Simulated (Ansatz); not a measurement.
ZrBr under strains and displacements

Method: Ansatz, DFT PBEsol, scalar-relativistic, plane waves, PAW.

Cutoff 420 eV; k points 15×15×4 on the computed 4-atom cell (Γ-centred); Gaussian smearing, width 0.10 eV; no spin polarisation.

Reference cell:

```xyz
4
Lattice="3.4544 0.0000 0.0000 -1.7272 2.9916 0.0000 0.0000 0.0000 9.9889" Properties=species:S:1:pos:R:3 pbc="T T T"
Zr    1.7272    0.9972    6.2279
Zr    0.0000    1.9944    3.7610
Br    1.7272    0.9972    1.8238
Br    0.0000    1.9944    8.1651
```

Each variant moves atoms of this cell by the vectors given, if any (Å), and then applies a symmetric strain (tensor components, Cartesian axes). The reference cell isn't relaxed at this level. Energies are per atom at zero smearing, counted from the reference cell. Pressure is positive in compression.

1. strain (xx yy zz yz xz xy, %) 1.65 1.65 10.65 0.00 0.00 0.00; moves: Zr1 (0.000, 0.000, 0.051); Zr2 (0.000, 0.000, -0.051); Br3 (0.000, 0.000, -0.132); Br4 (0.000, 0.000, 0.132)
2. strain (xx yy zz yz xz xy, %) 2.08 2.08 0.58 0.00 0.00 0.00; moves: Zr1 (0.000, 0.000, 0.040); Zr2 (0.000, 0.000, -0.040); Br3 (0.000, 0.000, -0.015); Br4 (0.000, 0.000, 0.015)
3. strain (xx yy zz yz xz xy, %) 2.31 2.31 0.81 0.00 0.00 0.00; moves: Zr1 (0.000, 0.000, -0.076); Zr2 (0.000, 0.000, 0.076); Br3 (0.000, 0.000, 0.038); Br4 (0.000, 0.000, -0.038)
4. strain (xx yy zz yz xz xy, %) -4.56 -4.56 1.44 0.00 0.00 0.00; moves: Zr1 (0.000, 0.000, -0.006); Zr2 (0.000, 0.000, 0.006); Br3 (0.000, 0.000, 0.212); Br4 (0.000, 0.000, -0.212)
5. strain (xx yy zz yz xz xy, %) -2.43 -2.43 3.57 0.00 0.00 0.00; moves: Zr1 (0.000, 0.000, 0.020); Zr2 (0.000, 0.000, -0.020); Br3 (0.000, 0.000, 0.211); Br4 (0.000, 0.000, -0.211)
6. strain (xx yy zz yz xz xy, %) 4.79 4.79 3.29 0.00 0.00 0.00; moves: Zr1 (0.000, 0.000, -0.065); Zr2 (0.000, 0.000, 0.065); Br3 (0.000, 0.000, -0.054); Br4 (0.000, 0.000, 0.054)
7. strain (xx yy zz yz xz xy, %) -0.04 -0.04 -9.04 0.00 0.00 0.00; moves: Zr1 (0.000, 0.000, 0.020); Zr2 (0.000, 0.000, -0.020); Br3 (0.000, 0.000, 0.037); Br4 (0.000, 0.000, -0.037)
8. strain (xx yy zz yz xz xy, %) 2.30 2.30 0.80 0.00 0.00 0.00; moves: Zr1 (0.000, 0.000, -0.102); Zr2 (0.000, 0.000, 0.102); Br3 (0.000, 0.000, 0.098); Br4 (0.000, 0.000, -0.098)
9. strain (xx yy zz yz xz xy, %) -2.93 -2.93 -5.93 0.00 0.00 0.00; moves: Zr1 (0.000, 0.000, -0.071); Zr2 (0.000, 0.000, 0.093); Br3 (0.000, 0.000, 0.005); Br4 (0.000, 0.000, -0.026)
10. strain (xx yy zz yz xz xy, %) 7.98 7.98 -1.02 0.00 0.00 0.00; moves: Zr1 (0.000, 0.000, 0.063); Zr2 (0.000, 0.000, -0.063); Br3 (0.000, 0.000, 0.127); Br4 (0.000, 0.000, -0.127)

The reference cell has pressure -2.88 GPa, largest force 0.286 eV/Å and gap none (metal).

```csv
result,ΔE (meV/atom),P (GPa),largest force (eV/Å)
A,194.1,-9.44,1.49
B,207.0,-6.56,1.29
C,55.2,4.52,1.93
D,55.0,-3.36,1.50
E,106.2,10.94,2.08
F,99.8,8.72,2.38
G,323.4,-11.34,2.01
H,54.5,-4.79,1.24
I,116.2,7.73,1.91
J,41.0,-5.86,0.39
```

(1) Which variant gave which result?

Each cell of ZrBr holds layers, and where no dispersion correction was added their binding is poorly described.

Results:

(1) A is 6, B is 10, C is 5, D is 8, E is 4, F is 9, G is 1, H is 3, I is 7, J is 2.